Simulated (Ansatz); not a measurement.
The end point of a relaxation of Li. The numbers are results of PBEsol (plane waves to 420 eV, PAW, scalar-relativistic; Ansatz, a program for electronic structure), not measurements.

```cif
data_Li
_chemical_formula_sum 'Li1'
_space_group_name_H-M_alt 'P 1'
_space_group_IT_number 1
_cell_length_a 2.97437
_cell_length_b 2.97437
_cell_length_c 2.97437
_cell_angle_alpha 109.519
_cell_angle_beta 109.519
_cell_angle_gamma 109.375
loop_
_space_group_symop_operation_xyz
  'x, y, z'
loop_
_atom_site_label
_atom_site_type_symbol
_atom_site_fract_x
_atom_site_fract_y
_atom_site_fract_z
_atom_site_occupancy
Li1 Li 0.00000 0.00000 0.00000 1
```

Task: Determine the symmetry and give the standard cell with its independent sites.

Result: Space group Im-3m (No. 229); a = b = c = 3.435 Å, α = β = γ = 90.00°

| atom | site | symmetry | x | y | z |
|---|---|---|---|---|---|
| Li | 2a | m-3m | 0.0000 | 0.0000 | 0.0000 |

This is the bcc (W type).

Task: Give the shortest distances between elements (the closest pairs, up to four, under 3.6 Å).

Result: Li–Li 2.97 Å.

| Quantity | Result |
|---|---|
| Volume per atom | 20.26 Å³ |
| Band gap | no gap (metallic) |

No spin polarisation in the result.

The run could not lose the symmetry of its start.

It was reached from a disturbed copy of a Pm-3m (No. 221) cell (simple cubic type), against which it lies -0.12 eV/atom.
